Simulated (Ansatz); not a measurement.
Problem. InP (NiAs type, P6_3/mmc) is relaxed with plane-wave PAW PBE (Ansatz code). What lattice parameters of the conventional cell result?

Solution. a = 3.884 Å, c = 6.614 Å.

Problem. Is it a metal or does it have a gap at this level?

Solution. No gap at this level.

The start of the workflow was typed in or built on a structure type; neither database checked (COD, Materials Project) lists it. It is not the phase usual at ambient conditions (space group No. 216). The PBE relaxation kept the symmetry of its start; its stability against distortions is not shown here. Spin–orbit coupling is left out wherever it is not named.

Potentials: the earlier of the program's two PAW sets.
